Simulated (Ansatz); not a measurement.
## Al3Pd: what the smearing entropy tells about the Fermi level

Theory: DFT PBE, scalar-relativistic, plane waves, PAW (Ansatz).

```yaml
crystal:
  lattice:
    - [3.94691, 0.00000, 0.00000]
    - [0.00000, 3.94691, 0.00000]
    - [0.00000, 0.00000, 3.94691]
  atoms:
    - { symbol: Al, position: [0.00000, 0.50000, 0.50000] }
    - { symbol: Al, position: [0.50000, 0.00000, 0.50000] }
    - { symbol: Al, position: [0.50000, 0.50000, 0.00000] }
    - { symbol: Pd, position: [0.00000, 0.00000, 0.00000] }
```

```json
{
 "plane-wave cutoff": "420 eV",
 "Γ-centred k-mesh": "10×10×10",
 "spin treatment": "unpolarised"
}
```

The same metal under several smearings of width σ, on one mesh. F is the free energy, TS the smearing's entropy term for the cell of 4 atoms, and E = F + TS. Gaussian occupations are ½ erfc[(ε − μ)/σ], and N counts both spins.

```csv
rule,σ (eV),F − F(narrowest) (meV/atom),TS (meV/cell)
Fermi–Dirac,0.01,-0.077,0.702
Fermi–Dirac,0.05,-2.287,17.503
Fermi–Dirac,0.1,-8.057,57.433
Fermi–Dirac,0.2,-28.725,217.224
Fermi–Dirac,0.5,-167.496,1310.712
Gaussian,0.01,0.000,0.127
Gaussian,0.05,-0.308,2.653
Gaussian,0.1,-1.411,11.817
Gaussian,0.5,-27.400,207.475
```

Task: For a density of states N (both spins) that is flat over the smeared range, TS = Nσ²/2 (Gaussian) and (π²/3)Nσ² (Fermi–Dirac). What N does each run give?

Result:
```tsv
rule	σ (eV)	N (states/eV a cell)
Fermi–Dirac	0.01	2.13
Fermi–Dirac	0.05	2.13
Fermi–Dirac	0.1	1.75
Fermi–Dirac	0.2	1.65
Fermi–Dirac	0.5	1.59
Gaussian	0.01	2.53
Gaussian	0.05	2.12
Gaussian	0.1	2.36
Gaussian	0.5	1.66
```

Equal entropy needs σ_Gauss = π√(2/3) σ_FD = 2.57 σ_FD, so a Fermi–Dirac width acts like a Gaussian one 2.57 times as large. At moderate widths N lies between 1.75 and 2.36. The drift shows structure in the density of states within the smeared window (a rise with width points to a dip at the Fermi level, a fall to a peak or a steep flank), or a mesh too coarse for the narrower widths. At the narrowest widths only the few mesh levels within σ of μ count, so N can scatter there.

Task: To second order F = E0 − TS/2 and E = E0 + TS/2. How well does E0 = (E + F)/2 undo the smearing?

Result:
| rule | σ (eV) | F − E0(narrowest) (meV/atom) | (E + F)/2 − E0(narrowest) (meV/atom) |
| --- | --- | --- | --- |
| Fermi–Dirac | 0.01 | -0.09 | -0.01 |
| Fermi–Dirac | 0.05 | -2.30 | -0.12 |
| Fermi–Dirac | 0.1 | -8.07 | -0.89 |
| Fermi–Dirac | 0.2 | -28.74 | -1.59 |
| Fermi–Dirac | 0.5 | -167.51 | -3.67 |
| Gaussian | 0.01 | -0.02 | 0.00 |
| Gaussian | 0.05 | -0.32 | 0.01 |
| Gaussian | 0.1 | -1.43 | 0.05 |
| Gaussian | 0.5 | -27.42 | -1.48 |

At Fermi–Dirac 0.1 eV the free energy is off by -8.07 meV/atom and the mean by -0.89. What remains is of order σ⁴ plus the mesh error of the narrowest run, which is no exact reference. Forces and stress are derivatives of F, not of E0, so they keep the σ² error.

4 further runs of this set aren't shown, and 7 didn't finish or converge.